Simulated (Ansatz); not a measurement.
input.yaml

```yaml
crystal:
  lattice:
    - [0.0, 3.2681072426, 3.2681072426]
    - [3.2681072426, 0.0, 3.2681072426]
    - [3.2681072426, 3.2681072426, 0.0]
  atoms:
    - { symbol: Te, position: [0.5, 0.5, 0.5] }
    - { symbol: Pb, position: [0.0, 0.0, 0.0] }
basis:
  ecutwfc: 500
kpoints:
  mp_grid: { grid: [8, 8, 8] }
  band_path:
    path:
      - [[0.0, 0.0, 0.0], [0.5, 0.0, 0.5], [0.625, 0.25, 0.625]]
      - [[0.375, 0.375, 0.75], [0.0, 0.0, 0.0], [0.5, 0.5, 0.5], [0.5, 0.25, 0.75], [0.5, 0.0, 0.5]]
    npoints: 14
hamiltonian:
  xc: r2scan
scf:
  occupations: { method: gaussian, width: 0.02 }
  n_extra_bands: 6
output:
  forces: true
  stress: true
  eigenvalues: true
  populations: true
  dos: { projected: true, de: 0.02, nscf_kmesh: { grid: [12, 12, 12] } }
  bader: true
  write_density: true
  write_potential: true
  elf: true
  volumetric_format: npy
```

Run as
```bash
ansatz run input.yaml --threads 1 --pin off --max-ram 2560MiB --backend cpu --events-out ev --progress --plain --runs-dir out
```

Theory: DFT r2SCAN, scalar-relativistic, plane waves, PAW (Ansatz).

From the run's log, abridged:

```
scf.n_extra_bands = 6 over 15 filled bands (N_el = 30.0): the run solves 21 bands
Pseudopotentials: kind: paw
Pseudopotential: Te, paw, valence charge 16, recommended cutoff 500 eV (meta_gga)
Pseudopotential: Pb, paw, valence charge 14, recommended cutoff 500 eV (meta_gga)
Functional definition: r2SCAN
Crystal: 2 atoms, lattice volume = 69.810 Å³
Basis set: ecut = 500 eV, 1807 PW (Γ), exchange–correlation on 144×144×144 points (64 copies of the dense FFT grid, shifted against one another)
Bands: 21, of which v1, the nominal top of the filled ones, is band 15 counted from 1 (14 counted from 0)
Symmetry: 48 space group operations
Space group: Fm-3m (ITA 225), of the structure as read, at distance tolerance 4.1e-5 Å
k-points: 29 of 512
Initial density: superposition of atomic densities (neutral atoms: chi_scale 0, normalization atom), corrected by the library's trained network
Initial wavefunctions: pseudopotential atomic-orbital guess
Functional: x = r2scan, c = r2scan; τ floored in thin density (d = 2e-4 eV/Å³)
SCF iter   1: F=—  HF=-18916.685746 eV  |F-HF|=—  |Δ(HF+E_count)|=         —  Δρ=4.81e-3  dr2=1.17e-2  dr2_τ=1.04e-3  ethr=1.77e-3  ⟨swp⟩=7.4  Hψ=3390  notcnv=0
SCF iter   2: F=—  HF=-18916.686497 eV  |F-HF|=—  |Δ(HF+E_count)|=   7.51e-4  Δρ=1.37e-3  dr2=1.17e-3  dr2_τ=9.09e-5  ethr=3.91e-5  ⟨swp⟩=2.5  Hψ=1285  notcnv=0  defer=51
SCF iter   3: F=—  HF=-18916.686686 eV  |F-HF|=—  |Δ(HF+E_count)|=   1.89e-4  Δρ=4.86e-4  dr2=8.47e-5  dr2_τ=7.71e-6  ethr=3.90e-6  ⟨swp⟩=3.0  Hψ=1000  notcnv=0  defer=51
SCF iter   4: F=—  HF=-18916.686735 eV  |F-HF|=—  |Δ(HF+E_count)|=   4.93e-5  Δρ=1.53e-4  dr2=1.10e-5  dr2_τ=1.96e-7  ethr=2.82e-7  ⟨swp⟩=2.1  Hψ=900  notcnv=0  defer=51
SCF iter   5: F=—  HF=-18916.686740 eV  |F-HF|=—  |Δ(HF+E_count)|=   4.66e-6  Δρ=4.29e-5  dr2=1.83e-6  dr2_τ=2.56e-8  ethr=3.68e-8  ⟨swp⟩=3.0  Hψ=1102  notcnv=0  defer=51
SCF iter   6: F=-18916.686740 eV  HF=-18916.686740 eV  |F-HF|=2.07e-10  |Δ(HF+E_count)|=   2.06e-7  Δρ=8.14e-6  dr2=3.23e-8  dr2_τ=8.52e-10  ethr=3.33e-10  ⟨swp⟩=12.2  Hψ=4918  notcnv=0
SCF 1 converged in 6 iterations: F = -18916.686740 eV  dr2 = 3.23e-8
SCF converged after 6 iterations
Free energy (F): -18916.686740 eV
Harris-Foulkes:  -18916.686740 eV  (|F-HF|=2.07e-10)
Internal energy: -18916.686740 eV  (E = F + TS)
E sigma→0 (E₀):  -18916.686740 eV
Fermi energy:    8.582985 eV
--- Per-component energies (eV) ---
  E_band       = -350.261173
  E_kinetic    = 466.667349
  E_local      = -2438.893645  (includes V_loc(G=0)·N_el)
  E_nonlocal   = 40.528892
  E_hartree    = 1276.419532
  E_xc         = -323.639033
  E_vxc        = -256.716034  (∫ρ·V_xc dr)
  E_paw        = -15118.494057  (= ΣΔE_a)
  E_vpaw       = -731.988665  (= ΣTr[D̂ρ^β])
  E_aug_tail   = -0.000021  (compensation charges beyond the density's cutoff)
  E_vtau       = 17.299201  (kinetic-family band-sum trace: ∫τ·v_τ [+ j·A + Jᵃ·Aᵃ] dr)
  E_ewald      = -2820.526114
  E_core_change = 1.250358  (= ΣΔE_core)
  E_smearing   =  0.000000  (= −TS)
--- Forces (eV/Å), atoms counted from 1 ---
  atom   1  Te     0.00000000     0.00000000     0.00000000
  atom   2  Pb     0.00000000     0.00000000     0.00000000
--- Stress (GPa, compression-positive) ---
       -0.025289       0.000000       0.000000
        0.000000      -0.025289       0.000000
        0.000000       0.000000      -0.025289
  P = ⅓ Tr σ = -0.0253 GPa (-0.253 kbar)
--- Band table (eV; the first three rows and the last of 29) ---
  k-point 0: bands = ["-28.8257", "-28.8257", "-28.8187", "-28.8187", "-28.8187", "-9.3251", "-9.3251", "-9.3207", "-9.3207", "-9.3207", "-4.1840", "2.3278", "6.6782", "6.6782", "6.6782", "12.3487", "12.3487", "12.3487", "14.3184", "14.3184", "14.3184"]
  k-point 1: bands = ["-28.8257", "-28.8257", "-28.8187", "-28.8187", "-28.8187", "-9.3271", "-9.3271", "-9.3203", "-9.3187", "-9.3187", "-4.0501", "1.8885", "6.7198", "6.7198", "6.9322", "11.6100", "11.7543", "11.7543", "14.1515", "14.6141", "14.6141"]
  k-point 2: bands = ["-28.8256", "-28.8256", "-28.8186", "-28.8185", "-28.8185", "-9.3325", "-9.3325", "-9.3195", "-9.3133", "-9.3133", "-3.6657", "0.9054", "6.8458", "6.8458", "7.4061", "10.4513", "10.7203", "10.7203", "14.4568", "15.4261", "15.4261"]
  k-point 28: bands = ["-28.8258", "-28.8254", "-28.8184", "-28.8184", "-28.8179", "-9.3663", "-9.3279", "-9.3142", "-9.3142", "-9.2985", "-2.3767", "-0.0672", "4.3248", "4.3248", "7.6532", "9.9679", "13.6024", "13.6024", "15.2199", "15.2199", "19.6346"]
--- Löwdin populations: 2 sites ---
  site symbol q [e]
     0     Te     16.2549
     1     Pb     13.6907
  spilling = 0.001811 (of n_electrons = 30.000000)
--- Bader charges: 2 sites ---
  site symbol charge [e]  shift [e]
     0     Te     -0.7821     0.0000
     1     Pb      0.7821     0.0000
  estimated error of the sums over rays = 2.4e-4 e
```

The calculation finished and met its thresholds.

It took 65 s on 1 thread of Intel(R) Xeon(R) Processor @ 2.50GHz (Skylake/Cascade Lake), with other jobs on the host, peak memory 0.59 GiB.

Spin-orbit coupling is left out, which matters for the bands of heavy elements.